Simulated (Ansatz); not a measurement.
Relaxed-ion elastic tensor of TiO₂ (anatase, space group No. 141) in GPa (Voigt order), r²SCAN (plane waves, PAW; program Ansatz); density 3.88 g/cm³, 11.41 Å³ per atom.

```
 363   159   153   0.0   0.0   0.0
 159   363   153   0.0   0.0   0.0
 153   153   209   0.0   0.0   0.0
 0.0   0.0   0.0  50.6   0.0   0.0
 0.0   0.0   0.0   0.0  50.6   0.0
 0.0   0.0   0.0   0.0   0.0  64.6
```

Task: Is the crystal mechanically stable?

Result: Yes: the smallest eigenvalue of C is 50.6 GPa.

Task: Work out the Voigt, Reuss and Hill averages.

Result: K_V = 207, K_R = 190, K_H = 199; G_V = 64.6, G_R = 59.0, G_H = 61.8 GPa.

Task: Give Young's modulus, Poisson's ratio, Pugh's ratio and the universal anisotropy index.

Result: E = 9KG/(3K + G) = 168 GPa; ν = 0.36; K/G = 3.21 (ductile by the Pugh limit of 1.75); A_U = 5G_V/G_R + K_V/K_R − 6 = 0.56.

Task: Estimate the sound speeds and the Debye temperature.

Result: v_l = √((K + 4G/3)/ρ) = 8520 m/s, v_t = √(G/ρ) = 3990 m/s, mean 4500 m/s; Θ = (h/k)(3n/4πV)^(1/3) v_m = 595 K.

Task: How much does each axis shrink under pressure?

Result: Linear compressibilities β_i = Σ_j S_ij (j = 1 to 3): x 0.90, y 0.90, z 3.5 per TPa.

Space group I4_1/amd (anatase). Symmetry was held in the r²SCAN relaxation. No spin polarisation was allowed.

Potentials: the earlier of the program's two PAW sets.
